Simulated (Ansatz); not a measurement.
SiNi2:
```xyz
12
Lattice="4.9459 0.0000 0.0000 0.0000 3.6930 0.0000 0.0000 0.0000 7.0023" Properties=species:S:1:pos:R:3 pbc="T T T"
Si     1.4314     0.9232     4.3025
Si     3.5145     2.7697     2.6998
Si     1.0416     2.7697     0.8013
Si     3.9043     0.9232     6.2010
Ni     2.2645     0.9232     2.0635
Ni     2.6814     2.7697     4.9388
Ni     0.2084     2.7697     5.5647
Ni     4.7375     0.9232     1.4376
Ni     1.6319     0.9232     6.5821
Ni     3.3140     2.7697     0.4202
Ni     0.8411     2.7697     3.0809
Ni     4.1048     0.9232     3.9214
```

Relaxed with r²SCAN. Special points in fractions of this cell's reciprocal vectors: Γ (0.000, 0.000, 0.000); X (0.500, 0.000, 0.000); S (0.500, 0.500, 0.000); Y (0.000, 0.500, 0.000); Z (0.000, 0.000, 0.500); U (0.500, 0.000, 0.500); R (0.500, 0.500, 0.500); T (0.000, 0.500, 0.500).

### Question
List the band energies nearest the Fermi level at these points for the program Ansatz at the r²SCAN level (PAW).

### Answer
In eV from the Fermi level; about four levels below and three above (degenerate sets whole), none deeper than 8.9 eV; points with the same levels are listed once.

```csv
k,below,above
Γ,-1.00 -0.97 -0.65 -0.21,0.82 0.93 1.99
X,-1.14 -1.14 -0.98 -0.98,1.29 1.29 2.22 2.22
S,-0.81 -0.81 -0.81 -0.81,0.03 0.03 0.03 0.03
Y,-1.02 -1.02 -0.97 -0.97,0.81 0.81 1.42 1.42
Z,-1.13 -1.13 -1.13 -1.13 -0.42 -0.42,0.23 0.23 1.49 1.49
U,-0.99 -0.99 -0.61 -0.61,0.33 0.33 1.98 1.98
R,-0.75 -0.75 -0.75 -0.75,0.51 0.51 0.51 0.51
T,-0.44 -0.44 -0.37 -0.37,1.42 1.42 2.13 2.13
```

Space group Pnma. Symmetry was held in the r²SCAN relaxation. The run is not spin-polarised.

Potentials: the later of the program's two PAW sets.
